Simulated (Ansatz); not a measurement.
A generated cell, not matched to a known phase here, of Mg2SO: Pmmn, origin choice 1 (No. 59), oP8; a = 3.249 Å, b = 4.862 Å, c = 6.761 Å, α = 90.00°, β = 90.00°, γ = 90.00°; S 2a (0.000, 0.000, 0.869); O 2a (0.000, 0.000, 0.391); Mg 2b (0.500, 0.000, 0.169); Mg 2b (0.000, 0.500, 0.407). Level of theory: PBEsol (plane waves to 420 eV, PAW, scalar-relativistic; Ansatz, a first-principles code). Element references, the lowest calculated here: Mg (P6₃/mmc), S (Fddd), O (C2/m, ferromagnetic, forced by one molecule a cell; α-O2 is antiferromagnetic); gases are represented by their molecular solids.

Problem. What formation energy of this Pmmn form of Mg2SO from the elements does PBEsol give?

Solution. -1.93 eV/atom.

A lower structure of this composition may exist.

Static energies, no anion corrections, no zero-point energy. Values are rounded to 0.01 eV/atom. Not shown to be the ambient phase of their composition (a lower form may be missing, and a cell relaxed within its start's symmetry can be a saddle point): Mg2SO (Pmmn). The compounds carry no spin polarisation.
